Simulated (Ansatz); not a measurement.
RbGeCl3:
```cif
data_Cl6Ge2Rb2
_chemical_formula_sum 'Rb2 Ge2 Cl6'
_space_group_name_H-M_alt 'P 1'
_space_group_IT_number 1
_cell_length_a 5.83231
_cell_length_b 6.98151
_cell_length_c 7.97073
_cell_angle_alpha 90.000
_cell_angle_beta 105.816
_cell_angle_gamma 90.000
loop_
_space_group_symop_operation_xyz
  'x, y, z'
loop_
_atom_site_label
_atom_site_type_symbol
_atom_site_fract_x
_atom_site_fract_y
_atom_site_fract_z
_atom_site_occupancy
Rb1 Rb 0.32443 0.25000 0.70756 1
Rb2 Rb 0.67557 0.75000 0.29244 1
Ge1 Ge 0.07673 0.25000 0.12218 1
Ge2 Ge 0.92327 0.75000 0.87782 1
Cl1 Cl 0.67811 0.25000 0.12626 1
Cl2 Cl 0.32189 0.75000 0.87374 1
Cl3 Cl 0.81113 0.50513 0.67573 1
Cl4 Cl 0.18887 0.49487 0.32427 1
Cl5 Cl 0.18887 0.00513 0.32427 1
Cl6 Cl 0.81113 0.99487 0.67573 1
```

Relaxed with r²SCAN.

**Question.** Tabulate the valence density and the electron localisation function along the shortest Rb–Cl contact (3.40 Å), r²SCAN in the plane-wave PAW code Ansatz.

**Answer.** 

| distance from Rb (Å) | density (e/Å³) | ELF |
|---|---|---|
| 0.34 | 1.88 | 0.37 |
| 0.51 | 2.13 | 0.74 |
| 0.68 | 1.73 | 0.86 |
| 0.85 | 1.07 | 0.88 |
| 1.02 | 0.55 | 0.83 |
| 1.19 | 0.26 | 0.64 |
| 1.36 | 0.12 | 0.22 |
| 1.53 | 0.07 | 0.04 |
| 1.70 | 0.06 | 0.03 |
| 1.87 | 0.08 | 0.17 |
| 2.04 | 0.15 | 0.58 |
| 2.21 | 0.27 | 0.80 |
| 2.38 | 0.51 | 0.87 |
| 2.55 | 0.93 | 0.89 |
| 2.72 | 1.53 | 0.89 |
| 2.89 | 1.85 | 0.83 |
| 3.06 | 1.31 | 0.64 |

The density is the valence pseudo-density with augmentation charge, so density and ELF within about 1 Å of a nucleus are not all-electron values.

Space group P2_1/m. The first step of the workflow began from a Materials Project structure, measured or hypothetical; the Crystallography Open Database files this formula in space group No. 11, but the cells were not matched. Its standing as an ambient phase is unchecked. The r²SCAN relaxation kept the symmetry of its start; its stability against distortions is not shown here.

Potentials: the later of the program's two PAW sets.
